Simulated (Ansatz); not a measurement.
RbSi6 under compression: one row to predict

The cell was found from a structure generator's guess, not taken from experiment.

Theory: DFT PBE, scalar-relativistic, plane waves, PAW in Ansatz 0.2.0. Cutoff 420 eV, Γ-centred 8×8×8 mesh (7-atom cell), Gaussian smearing of 0.10 eV, no spin polarisation.

```
CELL_PARAMETERS angstrom
-3.40185 3.40185 3.40185
3.40185 -3.40185 3.40185
3.40185 3.40185 -3.40185
ATOMIC_POSITIONS crystal
Rb 0.00000 0.00000 0.00000
Si 0.75000 0.25000 0.50000
Si 0.25000 0.75000 0.50000
Si 0.50000 0.25000 0.75000
Si 0.75000 0.50000 0.25000
Si 0.50000 0.75000 0.25000
Si 0.25000 0.50000 0.75000
```

The cell was set to several volumes, with shape and atoms relaxed at each where symmetry leaves them free. Pressure is positive in compression, and energies count from the lowest row. No row has a gap on its mesh.

```tsv
row	V (Å³/atom)	P (GPa)	ΔE (meV/atom)
1	19.797	11.13	83.7
2	20.471	?	?
3	21.146	4.68	18.6
4	21.821	2.15	4.4
5	22.496	0.00	0.0
6	23.171	-1.82	4.0
7	23.846	-3.37	15.0
8	24.746	-5.06	38.9
```

Problem. Find B = −V·ΔP/ΔV from rows 4 and 6 and from rows 1 and 3, and from the two its slope B′ and its value B0 at zero pressure.

Solution. Rows 4 and 6 give −(21.821 + 23.171)/2 × (-1.82 − (2.15))/(23.171 − 21.821) = 66.2 GPa at a mean pressure of 0.16 GPa. Rows 1 and 3 give −(19.797 + 21.146)/2 × (4.68 − (11.13))/(21.146 − 19.797) = 97.9 GPa at a mean pressure of 7.91 GPa. So B′ = (97.9 − 66.2)/(7.91 − (0.16)) = 4.09 and B0 = 66.2 − 4.09 × (0.16) = 65.5 GPa. A third-order Birch–Murnaghan fit to all the energies gives B0 = 65.8 GPa and B′ = 4.4.

Problem. Estimate the pressure and energy of row 2.

Solution. From row 5, V0 = 22.496 × (1 + (0.00)/65.5) = 22.496 Å³/atom. Murnaghan's form P = (B0/B′)·[(V0/V)^B′ − 1] gives (65.5/4.09) × [(22.496/20.471)^4.09 − 1] = 7.54 GPa; the computed pressure is 7.64 GPa, so the estimate is off by -0.10 GPa. The work of compression from row 3, with the mean of the two pressures, gives ΔE = 18.6 + (7.54 + 4.68)/2 × (21.146 − 20.471)/160.2 × 1000 = 44.3 meV/atom (1 eV/Å³ = 160.2 GPa); the computed value is 44.4 meV/atom.

The cell is a metal run without spin; a magnetic state may lie lower. All volumes keep the k mesh of the relaxed cell. A later test with randomly moved atoms came back to the same energy, though modes that don't fit the test's cell weren't probed.
